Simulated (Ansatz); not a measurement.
Values for one crystal, relaxed and computed with DFT-PBEsol in the program Ansatz with PAW potentials; other levels are named.

Volume per atom: 12.73 Å³
Electronic character: metallic (no gap)
Mechanical stability: stable (all eigenvalues of C positive)
Debye temperature from the elastic constants: 660 K
Formation energy from the elements (no fitted shifts): -638 meV/atom
Density of states at the Fermi level: 0.26 states/eV per atom (mean over ±0.08 eV)
Young's modulus: 380 GPa

Question: Pick the material that matches.
A) AlP, NiAs type
B) Nb4AlC3, P6_3/mmc (Pearson symbol hP16)
C) Ti2BiN, P6_3/mmc (Ti on 4f, Bi on 2c, N on 2a)
D) TaC, rock salt

Answer: B, Nb4AlC3, P6_3/mmc (Pearson symbol hP16)

The first step of the workflow began from a Materials Project structure, measured or hypothetical; the Crystallography Open Database copy checked does not list it. Its standing as an ambient phase is unchecked. Symmetry was held in the PBEsol relaxation; whether a distortion lowers the energy is not shown. The run is not spin-polarised. As this level gives no gap, shear constants depend on the k-mesh and smearing (Fermi–Dirac, 0.1 eV here). The references are the lowest solids computed at this level, not always the standard phases. Scalar-relativistic: spin–orbit coupling is off unless named, which matters more the heavier the elements.

Potentials: the later of the program's two PAW sets.
